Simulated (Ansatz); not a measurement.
One crystal and one scan (energy over volume and axial ratio) at two levels, r2SCAN (plane waves to 500 eV, PAW, scalar-relativistic; Ansatz, an electronic-structure program) and PBE (plane waves to 420 eV, PAW, scalar-relativistic; Ansatz), each from its own relaxed cell and on its own mesh. The cell shown is that of r2SCAN.

TiB₂ (AlB2 type, space group P6/mmm)

```
TiB2
1.0
    3.02469     0.00000     0.00000
   -1.51235     2.61946     0.00000
    0.00000     0.00000     3.22263
Ti B
1 2
Cartesian
  0.00000   0.00000   0.00000
  0.00000   1.74631   1.61131
  1.51235   0.87315   1.61131
```

The relaxed cell is deformed in two ways at once: its volume V is scaled, and at that volume it is stretched along z (the c axis of the conventional cell) so that c/a changes. Fractional atomic positions are held.

Energies are smeared free energies. TiB2 is run without spin polarisation. TiB2 was relaxed with its symmetry unable to fall. With partly filled bands, the response to shear is sensitive to the k mesh, so small differences along c/a are uncertain. Percentages come from the unrounded values. Both scans cover V/V₀ from 0.920 to 1.080 and (c/a)/(c/a)₀ from 0.920 to 1.080.

Results of r2SCAN:

| Property | Value |
|---|---|
| Lattice constant a (Å) | 3.025 |
| Relaxed volume (Å³/atom) | 8.51 |
| Modulus against c/a change at fixed volume, (3/4V)·∂²E/∂(ln c/a)² (fit, atoms clamped) (GPa) | 213 |

Question: What does PBE give for the same quantities?

Answer: 
```tsv
quantity	PBE	r2SCAN − PBE
Lattice constant a (Å)	3.032	-0.007 (-0.2 %)
Relaxed volume (Å³/atom)	8.56	-0.05 (-0.5 %)
Modulus against c/a change at fixed volume, (3/4V)·∂²E/∂(ln c/a)² (fit, atoms clamped) (GPa)	203	+10 (+5 %)
```

r2SCAN gives the higher value for: modulus against c/a change at fixed volume. r2SCAN gives the lower value for: lattice constant a. They agree on: relaxed volume (within 0.6 %).

(A scan under strain: stresses follow from slopes of the energy per volume, elastic moduli from its curvatures.)
